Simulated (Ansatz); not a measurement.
The relaxed structure here is a generated cell of AlN: the first start was made by placing the elements on the sites of a structure type, and the end was not matched to a known phase here, so it may be hypothetical. Known forms of AlN include space group No. 186, 216.

One stationary structure of AlN. Space group P4₂/mnm (No. 136), AFLOW prototype AB_tP8_136_g_f (as in BeO). These are PBEsol (plane waves to 420 eV, PAW, scalar-relativistic; Ansatz, a first-principles code) values and carry that method's errors.

```cif
data_Al4N4
_chemical_formula_sum 'Al4 N4'
_space_group_name_H-M_alt 'P 1'
_space_group_IT_number 1
_cell_length_a 5.29387
_cell_length_b 5.29387
_cell_length_c 3.10874
_cell_angle_alpha 90.000
_cell_angle_beta 90.000
_cell_angle_gamma 90.000
loop_
_space_group_symop_operation_xyz
  'x, y, z'
loop_
_atom_site_label
_atom_site_type_symbol
_atom_site_fract_x
_atom_site_fract_y
_atom_site_fract_z
_atom_site_occupancy
Al1 Al 0.32285 0.67715 0.00000 1
Al2 Al 0.82285 0.82285 0.50000 1
Al3 Al 0.17715 0.17715 0.50000 1
Al4 Al 0.67715 0.32285 0.00000 1
N1 N 0.31530 0.31530 0.00000 1
N2 N 0.81530 0.18470 0.50000 1
N3 N 0.18470 0.81530 0.50000 1
N4 N 0.68470 0.68470 0.00000 1
```

Question: Give the band gap at the level PBEsol.

Answer: 3.75 eV, direct within 0.03 eV (at Γ) (no spin-orbit coupling).

Question: Give the smallest direct gap at the level PBEsol.

Answer: 3.76 eV at Γ.

No spin polarisation in the result.

The run could not lose the symmetry of its start: the end is stationary, and may be a saddle point rather than a minimum.
